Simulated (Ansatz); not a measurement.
Here is the system:

Cu$_{8}$O:
```xyz
9
Lattice="3.7590 0.0000 0.0000 0.0000 3.7590 0.0000 0.0000 0.0000 7.4349" Properties=species:S:1:pos:R:3 pbc="T T T"
Cu     0.0000     0.0000     5.4284
Cu     1.8795     1.8795     5.3133
Cu     0.0000     1.8795     0.0000
Cu     1.8795     0.0000     0.0000
Cu     0.0000     0.0000     2.0065
Cu     1.8795     1.8795     2.1216
Cu     0.0000     1.8795     3.7174
Cu     1.8795     0.0000     3.7174
O      1.8795     1.8795     0.0000
```

This is the r²SCAN-relaxed structure.

### Question
All from plane-wave PAW r²SCAN (Ansatz code), unless another level is named. Estimate the electronic character.

### Answer
metallic (no gap).

### Question
And the density of states at the Fermi level?

### Answer
0.22 states/eV per atom (mean over ±0.08 eV).

### Question
Give the formation energy from the elements (no fitted shifts).

### Answer
0.027 eV/atom.

Space group P4/mmm. The start of the workflow was typed in or built on a structure type; neither database checked (COD, Materials Project) lists it. Whether it is the stable phase at ambient conditions was not checked. The cell was relaxed with r²SCAN under the symmetry of its start; whether a distortion lowers the energy is not shown. The workflow began spin-polarised and lost its moments. No Hubbard U is applied. The compound may be a true metal, but semilocal functionals without U, or a wrong spin order, can also close a gap. The references are the lowest solids computed at this level, not always the standard phases (solids in place of the gases).

Potentials: the earlier of the program's two PAW sets. The files were generated under PBE; for other functionals the program regenerates the frozen cores, and for LDA and PBEsol the local potential too.
